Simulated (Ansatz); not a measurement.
# Computed energy against volume: BN (zinc blende)

BN (zinc blende), conventional cell a = b = c = 3.6097 Å, α = β = γ = 90.00°. The calculation uses the primitive cell of 2 atoms, to which meshes and values per cell refer.

E(V) scan at fixed shape, V₀ the volume above. Symmetry pins the atoms to their sites.

All values below come from r2SCAN (plane waves to 500 eV, PAW, scalar-relativistic; Ansatz, a quantum-chemistry and plane-wave program). k mesh 16×16×16 (Γ-centred), Fermi-Dirac smearing 0.05 eV. Energies are smeared free energies. Compression counts positive. BN was relaxed with its symmetry unable to fall. ΔE is measured from the relaxed starting cell.

```
a (Å)   ΔE (meV/atom)  P (GPa)
------  -------------  -------
3.4059          240.2     93.5
3.4416          159.1     72.6
3.4765           97.3     54.2
3.5108           52.3     38.0
3.5444           22.3     23.7
3.5774            5.3     11.1
3.6097            0.0      0.0
3.6415            4.9     -9.8
3.6728           18.9    -18.5
3.7035           40.8    -26.2
3.7338           69.8    -33.0
3.7635          105.1    -38.9
3.7928          145.8    -44.2
```

Key numbers:

The pressure at the smallest volume comes out as 93.5 GPa and the energy cost of the largest compression is 240.2 meV/atom. The energy cost of the largest expansion is 145.8 meV/atom and the bulk modulus B₀ (third-order Birch-Murnaghan fit) is 391 GPa. The pressure derivative B₀′ (fit) is 3.6. The equilibrium volume of the fit is 5.88 Å³/atom and the pressure for 5 % compression (fit) is 22.0 GPa.

The 13 points together took very roughly 40 core-seconds.

(A scan under strain: stresses follow from slopes of the energy per volume, elastic moduli from its curvatures.)
